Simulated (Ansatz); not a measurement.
Relaxation of a relaxed Sn cell displaced along its unstable phonon at q = (½, 0, 0) of its primitive reciprocal cell (17i cm⁻¹), largest move 0.15 Å; 2 atoms in the cell, which starts as Pmma (No. 51), oP2; a = 6.063 Å, b = 3.031 Å, c = 3.031 Å, α = 90.00°, β = 90.00°, γ = 90.00°. Level of theory: PBEsol (plane waves to 420 eV, PAW, scalar-relativistic; Ansatz, a program for electronic structure). Γ-centred k-mesh 6×11×11 on the run's cell (coarser than for final values), Fermi–Dirac smearing 0.05 eV. This is the first round of the run. 

The optimiser's lines from the output (shortened; P is positive under compression):

```
relax step   1: F+E_penalty+E_count = -11899.60738996 eV  Δ(F+E_penalty+E_count) = +0.000e0 eV  max|allowed force component| = 2.284e-2 eV/Å  Δτ_max = 0.0000 Å  P = +0.040 GPa  Ω = 55.713 Å³  (7 SCF iters, dr2 threshold 1.00e-7 eV, accepted)
relax step   2: F+E_penalty+E_count = -11899.61572999 eV  Δ(F+E_penalty+E_count) = -8.340e-3 eV  max|allowed force component| = 4.053e-2 eV/Å  Δτ_max = 0.0479 Å  P = -0.042 GPa  Ω = 55.652 Å³  (5 SCF iters, dr2 threshold 2.00e-7 eV, accepted)
relax step   3: F+E_penalty+E_count = -11899.65189331 eV  Δ(F+E_penalty+E_count) = -3.616e-2 eV  max|allowed force component| = 1.048e-1 eV/Å  Δτ_max = 0.1953 Å  P = +0.167 GPa  Ω = 54.801 Å³  (6 SCF iters, dr2 threshold 2.00e-7 eV, accepted)
relax step   4: F+E_penalty+E_count = -11899.69185318 eV  Δ(F+E_penalty+E_count) = -3.996e-2 eV  max|allowed force component| = 5.619e-2 eV/Å  Δτ_max = 0.1956 Å  P = -0.468 GPa  Ω = 54.552 Å³  (6 SCF iters, dr2 threshold 2.00e-7 eV, accepted)
relax step   5: F+E_penalty+E_count = -11899.70116342 eV  Δ(F+E_penalty+E_count) = -9.310e-3 eV  max|allowed force component| = 2.227e-2 eV/Å  Δτ_max = 0.1936 Å  P = +1.086 GPa  Ω = 52.818 Å³  (6 SCF iters, dr2 threshold 2.00e-7 eV, accepted)
relax step   6: F+E_penalty+E_count = -11899.65898211 eV  Δ(F+E_penalty+E_count) = +4.218e-2 eV  max|allowed force component| = 2.972e-2 eV/Å  Δτ_max = 0.0708 Å  P = -3.049 GPa  Ω = 57.485 Å³  (6 SCF iters, dr2 threshold 2.00e-7 eV, rejected (line search))
relax step   7: F+E_penalty+E_count = -11899.70880322 eV  Δ(F+E_penalty+E_count) = -7.640e-3 eV  max|allowed force component| = 4.099e-4 eV/Å  Δτ_max = 0.0256 Å  P = -0.185 GPa  Ω = 53.867 Å³  (10 SCF iters, accepted)
relax step   8: F+E_penalty+E_count = -11899.70969610 eV  Δ(F+E_penalty+E_count) = -8.929e-4 eV  max|allowed force component| = 1.289e-4 eV/Å  Δτ_max = 0.0008 Å  P = -0.037 GPa  Ω = 53.744 Å³  (3 SCF iters, dr2 threshold 2.00e-7 eV, accepted)
relax step   9: F+E_penalty+E_count = -11899.70970570 eV  Δ(F+E_penalty+E_count) = -9.607e-6 eV  max|allowed force component| = 5.444e-5 eV/Å  Δτ_max = 0.0002 Å  P = +0.001 GPa  Ω = 53.709 Å³  (3 SCF iters, dr2 threshold 1.18e-8 eV, accepted)
relax step  10: F+E_penalty+E_count = -11899.70967451 eV  Δ(F+E_penalty+E_count) = +3.119e-5 eV  max|allowed force component| = 5.443e-5 eV/Å  Δτ_max = 0.0000 Å  P = -0.001 GPa  Ω = 53.709 Å³  stress off target by 2.48e-3 GPa  SCF on the basis re-selected at this cell (its energy is not comparable with the rows above)  (6 SCF iters)
```

From the first to the last row the energy changes by -0.05 eV/atom and the volume by -3.6 %. The last row is marked as not comparable with the walk above it, whose basis was carried along; it does compare with step 1, since both stand on a basis selected at the nominal cutoff for their own cell.

Step 6 was rejected by the optimiser.

Later rounds, restarted from the end of this one on a renewed k-mesh, logged 11 more steps and released under 0.01 eV/atom more. The final structure after all rounds: P6/mmm (No. 191), hP1, AFLOW prototype A_hP1_191_a (A_f, as in Sn); a = b = 3.205 Å, c = 3.027 Å, α = β = 90.00°, γ = 120.00°. Between re-selections the logged energies stand on a plane-wave basis carried along with the cell. No spin polarisation in the result.

The run could not lose the symmetry of its start, so the end can be a saddle point.

The relaxed structure here is a generated cell of Sn: the first start was made by placing the elements on the sites of a structure type, and the end was not matched to a known phase here, so it may be hypothetical. Known forms of Sn include space group No. 141, 227.
